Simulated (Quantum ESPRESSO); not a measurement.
**Kohn-Sham bands of ZrO₂ (anatase)**

```xyz
6
Lattice="0.0000 -4.0152 0.0000 4.0152 0.0000 0.0000 -2.0076 2.0076 5.3459" Properties=species:S:1:pos:R:3 pbc="T T T"
Zr     0.0000     0.0000     0.0000
Zr     0.0000     2.0076     2.6729
O      0.0000     0.0000    -2.1556
O      0.0000     2.0076     0.5174
O      2.0076     0.0000    -0.5174
O      0.0000     0.0000     2.1556
```

Materials Project entry mp-754403; symmetrised, unrelaxed at this level. Not found in the COD (Crystallography Open Database) copy used, which has the formula in other groups; not checked further. Method: PBEsol plane waves in Quantum ESPRESSO 7.5 (PseudoDojo norm-conserving files, 68 Ry, spinors with spin-orbit coupling), Bloch states on a 4×4×4 mesh through Γ, Wannier90 4.0.1. Density: 8×8×8 mesh, cold smearing 0.01 Ry.

Question: List the Kohn-Sham levels between −8 and 6.9 eV relative to the valence-band maximum at the high-symmetry points, as a band run of pw.x on that density gives them (levels within 2 meV counted together).

Answer: 
| point | k (reciprocal lattice) | levels (eV) |
|---|---|---|
| Γ | 0.000 0.000 0.000 | -3.57 (×2), -2.90 (×2), -2.79 (×2), -2.35 (×2), -1.45 (×4), -1.43 (×2), -0.73 (×2), -0.35 (×2), -0.28 (×2), -0.28 (×2), -0.26 (×2), 3.87 (×2), 4.96 (×2), 5.61 (×2), 6.33 (×2), 6.37 (×2), 6.56 (×2), 6.57 (×2) |
| X | -0.500 0.500 0.000 | -3.48 (×4), -3.43 (×4), -2.93 (×4), -2.09 (×4), -1.34 (×4), -0.06 (×4), 5.28 (×4), 5.50 (×4) |
| P | -0.500 0.500 0.250 | -3.53 (×4), -3.25 (×4), -3.08 (×4), -2.24 (×2), -2.22 (×2), -1.04 (×2), -1.02 (×2), -0.22 (×4), 5.30 (×2), 5.35 (×2), 5.42 (×2), 5.46 (×2) |
| N | 0.000 0.500 0.000 | -3.47 (×2), -3.44 (×2), -3.03 (×2), -2.86 (×2), -2.61 (×2), -1.65 (×2), -1.55 (×2), -1.39 (×2), -1.35 (×2), -0.61 (×2), -0.53 (×2), -0.28 (×2), 5.30 (×2), 5.35 (×2), 5.82 (×2), 5.92 (×2), 6.47 (×2), 6.63 (×2) |
| M | 0.000 0.000 0.500 | -3.09 (×4), -2.94 (×4), -1.28 (×4), -1.02 (×4), -0.61 (×4), 0.00 (×4), 4.37 (×4), 6.30 (×4), 6.59 (×4), 6.87 (×4) |
| S | 0.000 0.429 0.285 | -3.85 (×2), -2.99 (×2), -2.94 (×2), -2.88 (×2), -2.29 (×2), -2.21 (×2), -1.54 (×2), -1.44 (×2), -0.89 (×2), -0.66 (×2), -0.56 (×2), -0.27 (×2), 5.24 (×2), 5.32 (×2), 5.81 (×2), 5.98 (×2), 6.47 (×2), 6.54 (×2) |
| S_0 | 0.000 0.571 -0.285 | -3.85 (×2), -2.99 (×2), -2.94 (×2), -2.88 (×2), -2.29 (×2), -2.21 (×2), -1.54 (×2), -1.44 (×2), -0.89 (×2), -0.66 (×2), -0.56 (×2), -0.27 (×2), 5.24 (×2), 5.32 (×2), 5.81 (×2), 5.98 (×2), 6.47 (×2), 6.54 (×2) |
| R | -0.429 0.571 -0.071 | -3.73 (×4), -3.11 (×2), -3.09 (×2), -2.82 (×2), -2.81 (×2), -2.19 (×2), -2.17 (×2), -1.22 (×2), -1.20 (×2), -0.07 (×4), 5.23 (×2), 5.25 (×2), 5.50 (×2), 5.53 (×2) |
| G | -0.429 0.429 0.500 | -3.73 (×4), -3.11 (×2), -3.09 (×2), -2.82 (×2), -2.81 (×2), -2.19 (×2), -2.17 (×2), -1.22 (×2), -1.20 (×2), -0.07 (×4), 5.23 (×2), 5.25 (×2), 5.50 (×2), 5.53 (×2) |
